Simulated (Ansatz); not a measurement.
Starting cell, BaLiF$_{3}$ (cubic perovskite):

```
CELL_PARAMETERS angstrom
      7.77536     0.00000     0.00000
      0.00000     3.88768     0.00000
      0.00000     0.00000     3.88768
ATOMIC_POSITIONS crystal
  Ba 0.00000 0.00000 0.00000
  Ba 0.50000 0.00000 0.00000
  Li 0.25000 0.50000 0.50000
  Li 0.75000 0.50000 0.50000
  F  0.00000 0.50000 0.50000
  F  0.50000 0.50000 0.50000
  F  0.25000 0.00000 0.50000
  F  0.75000 0.00000 0.50000
  F  0.25000 0.50000 0.00000
  F  0.75000 0.50000 0.00000
```

The atoms are displaced by Q × the pattern below (from a DFPT mode at X = (0.5, 0.0, 0.0), largest move 1; Q in Å), at fixed cell. It is one choice among 2 degenerate patterns. (q is in reciprocal vectors of the primitive cell; the cell shown is doubled to hold the pattern.)

```tsv
atom	x	y	z
Li3	0.000	0.000	-0.571
Li4	0.000	0.000	0.571
F7	0.000	0.000	0.773
F8	0.000	0.000	-0.773
F9	0.000	0.000	-1.000
F10	0.000	0.000	1.000
```

Atoms not listed stay in place.

These are LDA (plane waves to 420 eV, PAW, scalar-relativistic; Ansatz, a first-principles code) values and carry that method's errors. k mesh 5×9×9 (Γ-centred), Fermi-Dirac smearing 0.05 eV. E stands for the smeared free energy. BaLiF3 was relaxed with its symmetry unable to fall. ΔE is measured from the undisplaced structure.

```csv
Q (Å),ΔE (eV/cell)
-0.280,0.958
-0.187,0.421
-0.093,0.105
0.000,0.000
0.093,0.105
0.187,0.421
0.280,0.958
```

Q: Which DFPT wavenumber at X = (0.5, 0.0, 0.0) belongs to this mode?
A. 316 cm⁻¹
B. 507 cm⁻¹
C. 406 cm⁻¹
D. 79 cm⁻¹

A: A, 316 cm⁻¹. The curvature of the scan gives 316 cm⁻¹

(A displaced cell: forces are minus the slopes of the energy, force constants its curvatures, and phonons follow from these.)
